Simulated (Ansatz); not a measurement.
Trial structure of Si₂BN, not yet relaxed:

```
Si B N
1.0
    -2.61407    2.61407    2.17816
     2.61407   -2.61407    2.17816
     2.61407    2.61407   -2.17816
Si B N
2 1 1
Direct
  0.75000 0.25000 0.50000
  0.25000 0.75000 0.50000
  0.50000 0.50000 0.00000
  0.00000 0.00000 0.00000
```

Method: DFT PBE, scalar-relativistic, plane waves, PAW (Ansatz). Settings: cutoff 420 eV, Γ-centred mesh 6×6×6 on the computed 4-atom cell, Gaussian smearing of 0.10 eV; no spin polarisation.

Formation energies are uncorrected and refer to the elements' standard structures at the same level (N₂ as a molecule).

Question: What does a single point on this coarse mesh give?

Answer: The pressure is -14.5 GPa (the mean over three directions, positive in compression), the largest force is 0.00 eV/Å (symmetry fixes the atoms), and the energy is +2.04 eV/atom against the elements. The shortest distance is 2.18 Å.

Question: Is it a good guess?

Answer: A rough one: relaxing gains about 0.76 eV/atom (the start's value is from the coarse mesh, so the gain is rough) in 17 ionic steps and ends at +1.29 eV/atom on the finer mesh. The symmetry stays I4/mmm (No. 139). The volume per atom shrinks by 35.1 %, from 14.9 to 9.7 Å³. The shortest distance goes from 2.18 Å (B–N and Si–Si) to 2.33 Å (Si–B and Si–N). The ratio c/a of the conventional cell changes by a factor of 1.49. Conventional cell: a = 3.961 Å, c = 4.922 Å. Si has 4 B at 2.33 Å, 4 N at 2.33 Å, 2 Si at 2.46 Å and 4 Si at 2.80 Å; around B lie 8 Si at 2.33 Å, 2 N at 2.46 Å and 4 N at 2.80 Å; N has 8 Si at 2.33 Å, 2 B at 2.46 Å and 4 B at 2.80 Å.

The last run used a 16×16×16 mesh for its 4-atom cell and Gaussian smearing of 0.10 eV. The relaxation can't lower the symmetry of the start, and the grade says only how near the guess is to its own end. A structure relaxed within its symmetry needn't be a true minimum. Another cell of Si2BN relaxed alike, in P-4m2, lies 1.56 eV/atom lower, so this cell isn't the stable form at this level.
